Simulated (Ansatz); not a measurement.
## Sb: frozen-core PAW against all-electron methods

```xyz
1
Lattice="-1.4949 1.4949 2.4634 1.4949 -1.4949 2.4634 1.4949 1.4949 -2.4634" Properties=species:S:1:pos:R:3 pbc="T T T"
Sb    0.0000    0.0000    0.0000
```

Conventional cell: a = 2.990 Å, b = 2.990 Å, c = 4.927 Å, α = 90.00°, β = 90.00°, γ = 90.00°. Sb (atom 1) is surrounded by 12 Sb at 2.99 to 3.25 Å.

The cell comes from COD entry 9013010, which wasn't checked; take it as a given geometry. The listed cell was then made from it by scaling, straining or moving an atom.

Spin–orbit coupling is left out, though it moves levels of the heavy atoms by tenths of an eV or more.

Levels of theory: DFT, PBEsol, PAW with Ansatz's default frozen-core files, scalar-relativistic (Ansatz 0.2.0); DFT, PBEsol, all-electron LAPW, scalar-relativistic (Ansatz 0.2.0).

For PAW: a Γ-centred 13×13×15 k mesh, Fermi–Dirac smearing of 0.03 eV, cutoff 420 eV, no spin polarisation; the PAW files were made with PBE, and the program remakes their frozen cores for this functional; this mesh doesn't keep the crystal's whole symmetry, which leaves small spurious terms. LAPW targets a basis error of 0.25 meV/atom. The Ansatz runs share mesh, smearing and spin set-up. Plane-wave (PAW) pressures include the program's estimate of the Pulay term.

Stress and pressure are positive in compression.

The change that made this cell: volume scaled by 0.98.

PAW results:

```json
{"quantity": "pressure (GPa)", "PAW": "17.91"}
{"quantity": "stress xx (GPa)", "PAW": "18.86"}
{"quantity": "stress zz (GPa)", "PAW": "16.02"}
{"quantity": "stress yz (GPa)", "PAW": "-0.16"}
{"quantity": "stress xz (GPa)", "PAW": "-0.16"}
{"quantity": "stress xy (GPa)", "PAW": "0.19"}
```

Q: What does all-electron LAPW give for the same quantities?

A: 
| quantity | LAPW |
| --- | --- |
| pressure (GPa) | 17.93 |
| stress xx (GPa) | 18.88 |
| stress zz (GPa) | 16.03 |
| stress yz (GPa) | -0.16 |
| stress xz (GPa) | -0.16 |
| stress xy (GPa) | 0.19 |
